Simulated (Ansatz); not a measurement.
# Sb started on a Si site next to a Si vacancy in α-quartz SiO2, 71 atoms, charge −1

All numbers below come from DFT, r2SCAN, PAW, plane waves in Ansatz.

The input as it was run:

```yaml
crystal:
  lattice:
    - [9.901639, 0.000000, 0.000000]
    - [-4.950819, 8.575071, 0.000000]
    - [0.000000, 0.000000, 10.885880]
  atoms:
    - { symbol: Si, position: [0.249684, 0.997180, 0.166037] }
    - { symbol: Si, position: [0.229009, 0.491024, 0.183848] }
    - { symbol: Si, position: [0.245528, 0.515601, 0.656925] }
    - { symbol: Si, position: [0.720656, 0.969470, 0.169453] }
    - { symbol: Si, position: [0.766522, 0.010893, 0.665390] }
    - { symbol: Si, position: [0.765673, 0.496099, 0.157348] }
    - { symbol: Si, position: [0.745523, 0.499373, 0.658477] }
    - { symbol: Si, position: [0.997009, 0.206772, 0.339509] }
    - { symbol: Si, position: [0.012182, 0.256271, 0.829758] }
    - { symbol: Si, position: [0.978878, 0.741724, 0.331042] }
    - { symbol: Si, position: [0.023614, 0.741505, 0.801138] }
    - { symbol: Si, position: [0.522158, 0.250138, 0.329849] }
    - { symbol: Si, position: [0.487827, 0.253438, 0.832746] }
    - { symbol: Si, position: [0.449384, 0.759284, 0.362374] }
    - { symbol: Si, position: [0.516803, 0.737517, 0.828981] }
    - { symbol: Si, position: [0.276700, 0.281651, 0.013963] }
    - { symbol: Si, position: [0.260035, 0.742124, 0.998058] }
    - { symbol: Si, position: [0.215632, 0.811572, 0.540908] }
    - { symbol: Si, position: [0.729598, 0.223086, 0.992460] }
    - { symbol: Si, position: [0.774288, 0.258845, 0.498028] }
    - { symbol: Si, position: [0.791419, 0.765283, 0.978798] }
    - { symbol: Si, position: [0.726332, 0.752910, 0.491531] }
    - { symbol: Sb, position: [0.262607, 0.196927, 0.529764] }
    - { symbol: O, position: [0.222472, 0.117977, 0.083769] }
    - { symbol: O, position: [0.264711, 0.193917, 0.715263] }
    - { symbol: O, position: [0.187883, 0.589862, 0.086984] }
    - { symbol: O, position: [0.226385, 0.655848, 0.601840] }
    - { symbol: O, position: [0.681324, 0.084564, 0.090478] }
    - { symbol: O, position: [0.713054, 0.127252, 0.605269] }
    - { symbol: O, position: [0.763218, 0.626471, 0.071421] }
    - { symbol: O, position: [0.713159, 0.625741, 0.591411] }
    - { symbol: O, position: [0.393427, 0.097751, 0.257947] }
    - { symbol: O, position: [0.328218, 0.103839, 0.770356] }
    - { symbol: O, position: [0.318173, 0.595202, 0.301188] }
    - { symbol: O, position: [0.402640, 0.592602, 0.743069] }
    - { symbol: O, position: [0.853235, 0.058072, 0.273524] }
    - { symbol: O, position: [0.929739, 0.102756, 0.741369] }
    - { symbol: O, position: [0.909049, 0.579423, 0.253458] }
    - { symbol: O, position: [0.869629, 0.572957, 0.769049] }
    - { symbol: O, position: [0.451804, 0.313344, 0.437118] }
    - { symbol: O, position: [0.433250, 0.337525, 0.932474] }
    - { symbol: O, position: [0.371016, 0.841959, 0.438356] }
    - { symbol: O, position: [0.421827, 0.771634, 0.935203] }
    - { symbol: O, position: [0.935593, 0.277378, 0.446116] }
    - { symbol: O, position: [0.869699, 0.251731, 0.903629] }
    - { symbol: O, position: [0.831715, 0.762214, 0.374145] }
    - { symbol: O, position: [0.947058, 0.824890, 0.891406] }
    - { symbol: O, position: [0.111194, 0.147904, 0.398463] }
    - { symbol: O, position: [0.130173, 0.251107, 0.929327] }
    - { symbol: O, position: [0.065561, 0.723192, 0.447281] }
    - { symbol: O, position: [0.132843, 0.708879, 0.893560] }
    - { symbol: O, position: [0.649881, 0.209481, 0.386226] }
    - { symbol: O, position: [0.579111, 0.180777, 0.905774] }
    - { symbol: O, position: [0.553920, 0.712760, 0.450349] }
    - { symbol: O, position: [0.639255, 0.694768, 0.890576] }
    - { symbol: O, position: [0.073658, 0.337170, 0.232244] }
    - { symbol: O, position: [0.096625, 0.412305, 0.747903] }
    - { symbol: O, position: [0.090244, 0.884599, 0.239563] }
    - { symbol: O, position: [0.115387, 0.819754, 0.675463] }
    - { symbol: O, position: [0.604129, 0.394690, 0.232936] }
    - { symbol: O, position: [0.584614, 0.365806, 0.720362] }
    - { symbol: O, position: [0.561580, 0.854611, 0.243848] }
    - { symbol: O, position: [0.618843, 0.896501, 0.750203] }
    - { symbol: O, position: [0.326983, 0.424984, 0.109496] }
    - { symbol: O, position: [0.255334, 0.392649, 0.560570] }
    - { symbol: O, position: [0.296493, 0.894944, 0.077916] }
    - { symbol: O, position: [0.279767, 0.010255, 0.514910] }
    - { symbol: O, position: [0.792540, 0.382749, 0.067965] }
    - { symbol: O, position: [0.803772, 0.420948, 0.556441] }
    - { symbol: O, position: [0.790393, 0.897454, 0.068367] }
    - { symbol: O, position: [0.807974, 0.922001, 0.559556] }
  symmetry: { detect: false }
kpoints:
  mp_grid: { grid: [1, 1, 1], shift: [0.25, 0.25, 0.25] }
hamiltonian:
  xc: r2scan
total_charge: -1
scf:
  occupations: { method: fermi_dirac, width: 0.01 }
output:
  forces: true
  eigenvalues: true
  populations: true
  charged_corrections: { epsilon: 4.5 }
  eigenstates: { kpoints: [[0.25, 0.25, 0.25]], e_range: [-6.0, 6.0], localisation: true }
```

Command:

```sh
ansatz run in.yaml --threads 2 --pin off --max-ram 20900MiB --runs-dir r --events-out ev --progress --plain --backend cuda --devices 0, --max-vram 18GiB
```

The program printed, less machine lines and repeats, with […] for rows cut from tables:

```
Pseudopotentials: kind: paw
Functional definition: r2SCAN
  parameter k0 = 0.174
  parameter k1 = 0.065
  parameter a1 = 4.9479
  exchange = r2scan_x(k0 = k0, k1 = k1, a1 = a1)
  correlation = r2scan_c
Crystal: 71 atoms, lattice volume = 924.290 Å³
Basis set: ecut = 500 eV, 23415 PW (Γ), exchange–correlation on 300×300×320 points (64 copies of the dense FFT grid, shifted against one another)
Bands: 267, of which v1, the nominal top of the filled ones, is band 196 counted from 1 (195 counted from 0)
Symmetry: 1 space group operations
k-points: 1
Non-local potential: Si, projectors of the file, l = 0: 2, l = 1: 2, l = 2: 2
Non-local potential: Sb, projectors of the file, l = 0: 2, l = 1: 2, l = 2: 2, l = 3: 2
Non-local potential: O, projectors of the file, l = 0: 2, l = 1: 2, l = 2: 1
PAW form: soft (Blöchl's): semilocal exchange-correlation on the pseudo side does not see the compensation charge
PAW frozen core: Si, regenerated for the run's functional (the file was generated under x = pbe(κ = 0.804, μ = 0.2195149727645171), c = pbe(β = 0.06672455060314922))
PAW frozen core: Sb, regenerated for the run's functional (the file was generated under x = pbe(κ = 0.804, μ = 0.2195149727645171), c = pbe(β = 0.06672455060314922))
PAW frozen core: O, regenerated for the run's functional (the file was generated under x = pbe(κ = 0.804, μ = 0.2195149727645171), c = pbe(β = 0.06672455060314922))
PAW one-centre angular grid: Si, 302 points (default); XC on 160 Gauss nodes
PAW one-centre angular grid: Sb, 590 points (default); XC on 160 Gauss nodes
PAW one-centre angular grid: O, 302 points (default); XC on 160 Gauss nodes
Initial density: superposition of atomic densities (neutral atoms scaled as one to the charged cell's electrons: chi_scale 0, normalization atom), corrected by the library's trained network
Initial wavefunctions: pseudopotential atomic-orbital guess
Functional: x = r2scan, c = r2scan; τ floored in thin density (d = 2e-4 eV/Å³)
SCF iter   1: F=—  HF=-47918.294758 eV  |F-HF|=—  |Δ(HF+E_count)|=         —  Δρ=6.54e-3  dr2=3.85e-1  dr2_τ=5.56e0  ethr=1.77e-3  ⟨swp⟩=7.0  Hψ=1293  notcnv=0  defer=34
preconditioner: auto → Resta (q_TF=auto, 2.365 Å⁻¹)  ε∞=2.8  [insulator: Δε(μ)=3.217 eV  Ē_g=17.554 eV  σ=0.010 eV  W_gap=1.00  n_scr=212 (ndim 8)  ℏωp=23.9 eV  f_vac=0.136  D(μ)=0.00/eV (n_scr^D=0)  ε∞_Penn≈2.8]
SCF iter   2: F=—  HF=-47920.258103 eV  |F-HF|=—  |Δ(HF+E_count)|=    1.96e0  Δρ=4.69e-3  dr2=1.75e-1  dr2_τ=6.32e-3  ethr=9.81e-5  ⟨swp⟩=3.0  Hψ=516  notcnv=0  defer=63
SCF iter   3: F=—  HF=-47920.232776 eV  |F-HF|=—  |Δ(HF+E_count)|=   2.53e-2  Δρ=2.42e-3  dr2=4.18e-2  dr2_τ=6.00e-3  ethr=4.46e-5  ⟨swp⟩=3.0  Hψ=407  notcnv=0  defer=63
SCF iter   4: F=—  HF=-47920.222800 eV  |F-HF|=—  |Δ(HF+E_count)|=   9.98e-3  Δρ=5.65e-4  dr2=1.84e-3  dr2_τ=2.41e-4  ethr=1.07e-5  ⟨swp⟩=2.0  Hψ=403  notcnv=0  defer=63
SCF iter   5: F=—  HF=-47920.222362 eV  |F-HF|=—  |Δ(HF+E_count)|=   4.38e-4  Δρ=2.33e-4  dr2=4.56e-4  dr2_τ=5.76e-5  ethr=4.70e-7  ⟨swp⟩=2.0  Hψ=403  notcnv=0  defer=63
SCF iter   6: F=—  HF=-47920.222506 eV  |F-HF|=—  |Δ(HF+E_count)|=   1.44e-4  Δρ=1.03e-4  dr2=1.06e-4  dr2_τ=1.22e-5  ethr=1.16e-7  ⟨swp⟩=2.0  Hψ=397  notcnv=0  defer=63
SCF iter   7: F=—  HF=-47920.222384 eV  |F-HF|=—  |Δ(HF+E_count)|=   1.23e-4  Δρ=4.66e-5  dr2=2.12e-5  dr2_τ=2.07e-6  ethr=2.71e-8  ⟨swp⟩=2.0  Hψ=395  notcnv=0  defer=63
SCF iter   8: F=—  HF=-47920.222718 eV  |F-HF|=—  |Δ(HF+E_count)|=   3.34e-4  Δρ=1.16e-5  dr2=1.52e-6  dr2_τ=1.46e-7  ethr=5.40e-9  ⟨swp⟩=2.0  Hψ=414  notcnv=0  defer=63
SCF iter   9: F=—  HF=-47920.222720 eV  |F-HF|=—  |Δ(HF+E_count)|=   1.43e-6  Δρ=6.64e-6  dr2=3.51e-7  dr2_τ=4.31e-8  ethr=3.88e-10  ⟨swp⟩=2.0  Hψ=395  notcnv=0  defer=63
SCF iter  10: F=-47920.222720 eV  HF=-47920.222720 eV  |F-HF|=1.77e-8  |Δ(HF+E_count)|=   9.01e-8  Δρ=1.41e-6  dr2=2.07e-8  dr2_τ=1.75e-9  ethr=2.55e-11  ⟨swp⟩=15.0  Hψ=1592  notcnv=0
SCF 1 converged in 10 iterations: F = -47920.222720 eV  dr2 = 2.07e-8
  greatest PAW one-centre occupation: 0.995 electrons in one spin orbital (limit 2), on the Sb atom at site 22 (counted from 0), in its partial waves of l = 2
NSCF: frozen V_eff on 1 k-points
SCF converged after 10 iterations
Free energy (F): -47920.222720 eV
Harris-Foulkes:  -47920.222720 eV  (|F-HF|=1.77e-8)
Internal energy: -47920.222720 eV  (E = F + TS)
E sigma→0 (E₀):  -47920.222720 eV
Fermi energy:    4.513978 eV
--- Per-component energies (eV) ---
  E_band       = -2182.080010
  E_kinetic    = 9804.405764
  E_local      = -26336.013767  (includes V_loc(G=0)·N_el)
  E_nonlocal   = 3149.843686
  E_hartree    = 9779.945043
  E_xc         = -4818.751238
  E_vxc        = -6347.585289  (∫ρ·V_xc dr)
  E_paw        = -23767.076578  (= ΣΔE_a)
  E_vpaw       = -2413.243449  (= ΣTr[D̂ρ^β])
  E_aug_tail   = 0.050494  (compensation charges beyond the density's cutoff)
  E_vtau       = 400.567787  (kinetic-family band-sum trace: ∫τ·v_τ [+ j·A + Jᵃ·Aᵃ] dr)
  E_ewald      = -15729.917471
  E_core_change = -2.708653  (= ΣΔE_core)
  E_smearing   = -0.000000  (= −TS)
  E_closure    = 0.000000  (closes the sum)
  E_deformation_potential = -11.616779  (in the stress; not in F)
  Σ components = -47920.222720   (vs F -47920.222720, Δ=0.00e0)
--- Forces (eV/Å), atoms counted from 1 ---
  atom   1  Si     0.01915963     0.00984442    -0.01377075
  atom   2  Si    -0.02536314    -0.00441501     0.02876211
  atom   3  Si    -0.03242388     0.02526725     0.00067885
  atom   4  Si    -0.03725173     0.05259682     0.01475161
  atom   5  Si    -0.00154510     0.00588074     0.01787976
  atom   6  Si     0.04027671    -0.02325501    -0.07343220
  atom   7  Si    -0.00621459    -0.02833230     0.03154743
  atom   8  Si    -0.03201452    -0.03200219    -0.05859680
  atom   9  Si    -0.04823938     0.01656455     0.06036844
  atom  10  Si     0.04606364    -0.04617978     0.02228559
  atom  11  Si     0.06876570    -0.04902031     0.00217686
  atom  12  Si     0.02225566     0.01949278    -0.06328127
  atom  13  Si     0.01254520    -0.04838359     0.02150705
  atom  14  Si    -0.02824950    -0.06768353     0.01650797
  atom  15  Si     0.04194403    -0.04546964     0.01081387
  atom  16  Si     0.01384999     0.01558608    -0.01527207
  atom  17  Si    -0.03272245     0.00256301    -0.01774770
  atom  18  Si    -0.06695414    -0.09580610    -0.08439076
  atom  19  Si     0.04246161     0.02674667    -0.00811487
  atom  20  Si     0.01231818     0.05138174     0.01188799
  atom  21  Si    -0.03437371    -0.07268718     0.02893360
  atom  22  Si    -0.02926501    -0.02179574     0.01141604
  atom  23  Sb     0.03372241     0.06330965    -0.04142005
  atom  24  O      0.10912006     0.07894558     0.02815724
  atom  25  O     -0.18246353     0.07936341    -0.35864825
  atom  26  O      0.15737194     0.07170617     0.02434022
  atom  27  O      0.10200090    -0.08918723     0.05888711
  atom  28  O      0.15136991     0.06466756    -0.05679100
  atom  29  O      0.19473244     0.04774868    -0.10405228
  atom  30  O      0.07292962     0.01687301     0.01024575
  atom  31  O      0.07859746     0.01760843    -0.05988907
  atom  32  O     -0.09499794     0.10960562    -0.02235817
  atom  33  O      0.29380428     0.15332311     0.21002833
  atom  34  O     -0.00788928     0.04621928    -0.12176096
  atom  35  O     -0.12415171     0.10664588     0.01834071
  atom  36  O     -0.04522756     0.09329504    -0.05211890
  atom  37  O     -0.20527687     0.10180930     0.00426765
  atom  38  O     -0.21824067     0.09443123    -0.05351785
  atom  39  O     -0.04806960     0.11872018    -0.17666348
  atom  40  O      0.01184775    -0.25975949    -0.04057711
  atom  41  O     -0.03381169    -0.24030152    -0.07521426
  atom  42  O      0.17045685    -0.14752136    -0.10223227
  atom  43  O     -0.04301401    -0.10670648    -0.07679465
  atom  44  O     -0.08990450    -0.15286085    -0.10198531
  atom  45  O      0.00690748    -0.06674175     0.04346886
  atom  46  O      0.08342468    -0.06177898     0.13681474
  atom  47  O     -0.04210810    -0.14222748     0.01136221
  atom  48  O     -0.05751928     0.15528905     0.10672789
  atom  49  O      0.01728173     0.08078117    -0.02555959
  atom  50  O     -0.04795795     0.17793049    -0.11278216
  atom  51  O      0.00209101     0.10668990     0.02781907
  atom  52  O     -0.07395175     0.14098292     0.11069148
  atom  53  O     -0.02207658     0.19953475     0.03029339
  atom  54  O      0.07120526     0.15549629    -0.04880395
  atom  55  O     -0.03415149     0.19542880     0.04215588
  atom  56  O      0.12285801     0.01968448     0.10413975
  atom  57  O      0.15844186    -0.12273860    -0.00891260
  atom  58  O      0.10866786    -0.06166307     0.03488822
  atom  59  O     -0.06650704    -0.13269686     0.14916017
  atom  60  O      0.19732819    -0.03835506     0.00973691
  atom  61  O      0.08576330     0.01037378     0.10288023
  atom  62  O      0.08019155     0.02290521     0.04205247
  atom  63  O      0.14485648    -0.07896692    -0.02223839
  atom  64  O     -0.20013870    -0.10321188    -0.01826828
  atom  65  O      0.01711786    -0.05286053     0.13161691
  atom  66  O     -0.10666448    -0.08212285     0.02248804
  atom  67  O     -0.20572617     0.13691413     0.08882262
  atom  68  O     -0.16324462    -0.08705841     0.04342819
  atom  69  O     -0.08244209    -0.14012663     0.07602641
  atom  70  O     -0.06619839    -0.07503910     0.00859315
  atom  71  O     -0.15544006    -0.11529253     0.05822587
  max |Σ_I F_I| component: 6.20e-5 eV/Å
--- Charged-cell corrections in eV (Makov–Payne, q = -1.000 e, ε = 4.500) ---
  F (periodic)     = -47920.222720  (uncorrected; the corrections below are reported, never added to it)
  E_corr1          = +0.465349  (monopole, q²α_M/2εL)
  F Makov-Payne    = -47919.757371  (F + E_corr1; no measured alignment; for a localised charge, not one spread in a band: unchecked)
--- Band table (eV) ---
  k-point 0: bands = ["-27.1096", "-27.0340", "-26.9667", "-26.8542", "-26.7825", "-19.8742", "-18.2357", "-18.0839", "-18.0234", "-18.0036", "-17.8741", "-17.7830", "-17.7365", "-17.6124", "-17.5738", "-17.4943", "-17.3828", "-17.3192", "-17.2022", "-17.1252", "-16.9878", "-16.9660", "-16.8606", "-16.8067", "-16.7709", "-16.7073", "-16.6296", "-16.5484", "-16.5158", "-16.4575", "-16.4458", "-16.4 …
--- Löwdin populations: 71 sites ---
  site symbol       q [e]
     0     Si      2.1450
     1     Si      2.1463
     2     Si      2.1922
     3     Si      2.1496
     4     Si      2.1621
     5     Si      2.1473
     6     Si      2.1460
     7     Si      2.1614
     8     Si      2.1492
     9     Si      2.1587
    10     Si      2.1735
    11     Si      2.1671
    12     Si      2.1526
    13     Si      2.1759
    14     Si      2.1535
    15     Si      2.1516
    16     Si      2.1481
    17     Si      2.2227
    18     Si      2.1422
    19     Si      2.1491
    20     Si      2.1556
    21     Si      2.1519
    22     Sb     12.6420
    23      O      6.8279
    24      O      6.4084
    25      O      6.8249
    26      O      6.8202
    27      O      6.8254
    28      O      6.8241
    29      O      6.8341
    30      O      6.8258
    31      O      6.8203
    32      O      6.3974
    33      O      6.8271
    34      O      6.8273
    35      O      6.8283
    36      O      6.8231
    37      O      6.8244
    38      O      6.8296
    39      O      6.8431
    40      O      6.8170
    41      O      6.8160
    42      O      6.8278
    43      O      6.8233
    44      O      6.8369
    45      O      6.8256
    46      O      6.8181
    47      O      6.8428
    48      O      6.8259
    49      O      6.8270
    50      O      6.8293
    51      O      6.8225
    52      O      6.8175
    53      O      6.8250
    54      O      6.8271
    55      O      6.8285
    56      O      6.8268
    57      O      6.8233
    58      O      6.8234
    59      O      6.8230
    60      O      6.8268
    61      O      6.8283
    62      O      6.8274
    63      O      6.8225
    64      O      6.8538
    65      O      6.8256
    66      O      6.8330
    67      O      6.8287
    68      O      6.8203
    69      O      6.8253
    70      O      6.8307
  spilling = 0.012795 (of n_electrons = 392.000000)
```

Total energies depend on the potentials used, so only differences within one code and one set of settings carry meaning.

The atoms are those of an earlier PBEsol relaxation. One k point and one spin start were run, so the state needn't be the lowest, and an added charge can sit in a band of the host.

Time: 11 s of wall time on one NVIDIA H100 with 2 processor threads, on a host shared with other runs; peak host memory 2.7 GiB.
